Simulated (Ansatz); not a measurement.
The end point of a relaxation of TePb. Method: r2SCAN (plane waves to 500 eV, PAW, scalar-relativistic; Ansatz, a first-principles code).

```
CELL_PARAMETERS angstrom
      0.00000     3.26803     3.26803
      3.26803     0.00000     3.26803
      3.26803     3.26803     0.00000
ATOMIC_POSITIONS crystal
  Pb 0.50000 0.50000 0.50000
  Te 0.00000 0.00000 0.00000
```

**Question.** Determine the symmetry and give the standard cell with its independent sites.

**Answer.** Space group Fm-3m (No. 225); a = 6.5361 Å, b = 6.5361 Å, c = 6.5361 Å, α = 90.00°, β = 90.00°, γ = 90.00°

```json
[
 {"atom": "Pb", "site": "4b", "symmetry": "m-3m", "x": "0.5000", "y": "0.5000", "z": "0.5000"},
 {"atom": "Te", "site": "4a", "symmetry": "m-3m", "x": "0.0000", "y": "0.0000", "z": "0.0000"}
]
```

This is the rock salt type.

**Question.** Give the shortest distances between elements (the closest pairs, up to four, under 3.6 Å).

**Answer.** Pb–Te 3.27 Å.

| Quantity | Result |
|---|---|
| Volume per atom | 34.90 Å³ |
| Density | 7.96 g/cm³ |
| Band gap | 1.10 eV, direct at L (no spin-orbit coupling) |

No spin polarisation in the result. Spin-orbit coupling is missing; with elements this heavy it can move band edges by tenths of an eV or more.

Measured for TePb: gap 0.19 eV (0 K or low temperature; as listed in arXiv:2302.06325). Computed minus measured — gap: r2SCAN +0.91 eV. The computed values are for a static lattice, and a measured gap can be an optical one, lowered by exciton binding.

The run could not lose the symmetry of its start.
